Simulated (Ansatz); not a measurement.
Relaxed-ion elastic tensor of YSiNO2 in space group P4/mmm (No. 123; Y on 1b, Si on 1c, N on 1d, O on 2f) in GPa (Voigt order), PBEsol (plane waves, PAW; program Ansatz); density 5.75 g/cm³, 9.42 Å³ per atom.

```csv
,1,2,3,4,5,6
1,431,161,175,0.0,0.0,0.0
2,161,431,175,0.0,0.0,0.0
3,175,175,409,0.0,0.0,0.0
4,0.0,0.0,0.0,237,0.0,0.0
5,0.0,0.0,0.0,0.0,237,0.0
6,0.0,0.0,0.0,0.0,0.0,210
```

### Question
Is the crystal mechanically stable?

### Answer
Yes: the smallest eigenvalue of C is 210 GPa.

### Question
Work out the Voigt, Reuss and Hill averages.

### Answer
K_V = 255, K_R = 255, K_H = 255; G_V = 187, G_R = 172, G_H = 180 GPa.

### Question
Give Young's modulus, Poisson's ratio, Pugh's ratio and the universal anisotropy index.

### Answer
E = 9KG/(3K + G) = 436 GPa; ν = 0.21; K/G = 1.42 (brittle by the Pugh limit of 1.75); A_U = 5G_V/G_R + K_V/K_R − 6 = 0.45.

### Question
Estimate the sound speeds and the Debye temperature.

### Answer
v_l = √((K + 4G/3)/ρ) = 9270 m/s, v_t = √(G/ρ) = 5590 m/s, mean 6180 m/s; Θ = (h/k)(3n/4πV)^(1/3) v_m = 871 K.

### Question
How much does each axis shrink under pressure?

### Answer
Linear compressibilities β_i = Σ_j S_ij (j = 1 to 3): x 1.3, y 1.3, z 1.3 per TPa.

The start of the workflow was typed in or built on a structure type; neither database checked (COD, Materials Project) lists it. COD files the formula under space group No. 15, 63. Its standing as an ambient phase is unchecked. Symmetry was held in the PBEsol relaxation. At this level the phase is dynamically unstable (imaginary phonons). The run is not spin-polarised.

Potentials: the later of the program's two PAW sets.
